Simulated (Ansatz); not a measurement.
CsCl:
```
CELL_PARAMETERS angstrom
      4.20610     0.00000     0.00000
      0.00000     4.20610     0.00000
      0.00000     0.00000     4.20610
ATOMIC_POSITIONS crystal
  Cs 0.00000 0.00000 0.00000
  Cl 0.50000 0.50000 0.50000
```

Plane-wave PAW PBE (Ansatz code) gives a gap of 5.01 eV without spin–orbit coupling, maximum at Γ, minimum at Γ.

### Question
What happens when spin–orbit coupling is switched on?

### Answer
The gap falls by 0.06 eV, to 4.95 eV; maximum at Γ, minimum at Γ.

### Question
How large is the spin–orbit splitting of the valence top at Γ?

### Answer
The fourfold level lies 0.18 eV above the split-off pair.

### Question
Give the electron effective mass with spin–orbit coupling.

### Answer
0.36 mₑ (isotropic).

### Question
Give the hole effective mass with spin–orbit coupling, band 1 of 2 at the edge.

### Answer
4.4 along [100], 3.6 along [110], 3.4 along [111] (mₑ).

### Question
Give the hole effective mass with spin–orbit coupling, band 2 of 2 at the edge.

### Answer
0.87 along [100], 0.91 along [110], 0.92 along [111] (mₑ).

Space group Pm-3m (CsCl type). The cell was relaxed with PBE under the symmetry of its start.

Potentials: the later of the program's two PAW sets.
